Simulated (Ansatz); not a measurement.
A geometry of MgB2 away from equilibrium: step 2 of the relaxation of a relaxed MgB2 cell displaced along its unstable phonon at q = Γ (147i cm⁻¹), largest move 0.15 Å. Method: PBEsol (plane waves to 420 eV, PAW, scalar-relativistic; Ansatz, a quantum-chemistry and plane-wave program). Γ-centred k-mesh 12×12×5 on the run's cell (coarser than for final values), Fermi–Dirac smearing 0.05 eV.

```xyz
6
Lattice="2.7183 -1.5256 -0.0129 2.7330 1.5521 0.0085 -1.0377 0.0478 7.5021" Properties=species:S:1:pos:R:3:forces:R:3 pbc="T T T" free_energy=-4434.848 pressure_GPa=-0.3
B      4.0172     0.1723     0.7560    0.0498    0.0089    0.0485
B      2.2510     0.1294     0.7977   -0.1764    0.1498   -0.1414
B      0.3963    -0.0980     6.7418   -0.0498   -0.0089   -0.0485
B      2.1626    -0.0551     6.7001    0.1764   -0.1498    0.1414
Mg     0.3521     0.0776     2.4613    0.0146    0.0657   -0.0237
Mg     4.0614    -0.0032     5.0365   -0.0146   -0.0657    0.0237
```

Positions in Å, forces in eV/Å, free energy of the cell in eV (comparable only within this code, potentials and settings). Largest force: 0.27 eV/Å, on B2, B4 (atoms numbered as listed); the geometry lies 0.01 eV/atom above the end of its relaxation.

No spin polarisation in the result.

The run could not lose the symmetry of its start, so the end can be a saddle point.

The end of the path is a generated cell of MgB2: the first start was made by placing the elements on the sites of a structure type, and the end was not matched to a known phase here, so it may be hypothetical. Known forms of MgB2 include space group No. 191.
